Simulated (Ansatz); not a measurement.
**VSb: from a starting cell to a relaxed one**

The start is a relaxed VSb cell, doubled along one cell vector, shaken by Gaussian noise of σ = 0.08 Å a coordinate. A full variable-cell relaxation at zero pressure is run with PBEsol (plane waves to 420 eV, PAW, scalar-relativistic; Ansatz, a quantum-chemistry and plane-wave program). The first steps use a coarse 10×10×7 k-mesh.

Initial structure:
```
CELL_PARAMETERS angstrom
     -1.77118     1.77118     5.82863
      1.77118    -1.77118     5.82863
      3.54236     3.54236   -11.65726
ATOMIC_POSITIONS crystal
  V  0.26601 0.22558 0.99579
  V  0.27595 0.22824 0.51572
  V  0.00356 0.48271 0.24934
  V  0.99778 0.50065 0.75581
  Sb 0.64099 0.66647 0.98956
  Sb 0.64855 0.68539 0.50167
  Sb 0.40575 0.91695 0.24641
  Sb 0.39567 0.88817 0.72257
```

**Question.** Which atoms feel the largest initial force, and how large is it?

**Answer.** 2.99 eV/Å, on V2 (atoms numbered as listed).

**Question.** By how much does the energy per atom fall from start to end?

**Answer.** 0.08 eV/atom.

**Question.** Does it find its way back to the structure it was made from?

**Answer.** It returns to the parent structure, I4₁md (No. 109).

**Question.** How do the shortest distances between atoms change?

**Answer.** The closest pairs of elements (up to four, under 3.6 Å), start → end: Sb–V 2.44 → 2.66 Å; Sb–Sb 3.28 → 3.41 Å; V–V 3.34 → 3.41 Å.

The end point of the relaxation:

Space group I4₁md (No. 109); a = b = 3.542 Å, c = 11.656 Å, α = β = γ = 90.00°

```tsv
atom	site	symmetry	x	y	z
V	4a	2mm.	0.0000	0.0000	0.7390
Sb	4a	2mm.	0.0000	0.0000	0.1595
```
(The calculation used a cell of 4 atoms; values per cell refer to that cell.)

Final values are on a 18×18×18 k-mesh of the relaxed cell. No spin polarisation in the result.

The relaxed structure here is a generated cell of VSb: the first start was made by placing the elements on the sites of a structure type, and the end was not matched to a known phase here, so it may be hypothetical.
